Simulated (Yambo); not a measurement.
MgS (rock salt, space group Fm-3m, No. 225) under isotropic strain of +1 % on all lattice vectors; a = 3.702 Å, b = 3.702 Å, c = 3.702 Å, α = 60.00°, β = 60.00°, γ = 60.00°. With the G0W0 scissor the direct gap on the mesh is 5.13 eV.

**Question.** Can the lowest exciton of this BSE run be trusted, and with what binding energy? (Yambo, PBEsol bands; 10×10×10 mesh, 3 valence and 1 conduction bands, static screening with 19 bands and a 4 Ry block, scissor 1.68 eV, Tamm-Dancoff.)

**Answer.** No. The lowest state covers only about 1 of the 1000 k points, so the mesh doesn't resolve it: its energy and its distance from the direct gap are mesh artefacts. An extended exciton needs a far denser mesh. The scissor comes from a G0W0 run whose convergence isn't established. 

Geometry strained from the cell relaxed with PBEsol, atoms relaxed again.
